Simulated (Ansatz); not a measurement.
**Ionic part of the dielectric constant of AlGa$_{3}$As$_{4}$, mode by mode**

Computed with DFT PBE, scalar-relativistic, plane waves, PAW (Ansatz 0.2.0). Plane waves to 420 eV; Γ-centred k mesh 6×6×6; fixed occupations. No spin polarisation. Phonons by linear response, acoustic sum rule imposed.

Space group P-43m (No. 215), cubic, a = 5.741 Å. Al has 4 As at 2.48 Å; around Ga lie 4 As at 2.49 Å; As has 1 Al at 2.48 Å and 3 Ga at 2.49 Å.

The structure comes from a generated guess, relaxed at this level; another structure or a mixture of phases may lie lower. The run warned that its linear response isn't converged on this k mesh, so dielectric tensors, Born charges and infrared intensities are rough, and the frequencies may be too.

The primitive cell has V = 189.25 Å³ and ε∞,xx = 13.699. Each polar mode adds Δε = (4.92064×10⁷/V)·S/ν² along x, with S its oscillator strength in e²/amu, ν in cm⁻¹ and V in Å³.

**Question.** From these modes, find each Δε and ε0,xx.
| ν (cm⁻¹) | S_xx (e²/amu) |
| --- | --- |
| 86.44 | 0.0013 |
| 228.11 | 0.00056 |
| 243.88 | 0.3655 |
| 342.12 | 0.2674 |

**Answer.**
```
ν (cm⁻¹)    Δε
   86.44  0.05
  228.11  0.00
  243.88  1.60
  342.12  0.59
```

The sum is 2.24, so ε0,xx = 15.94; the run's tensor has 15.94.
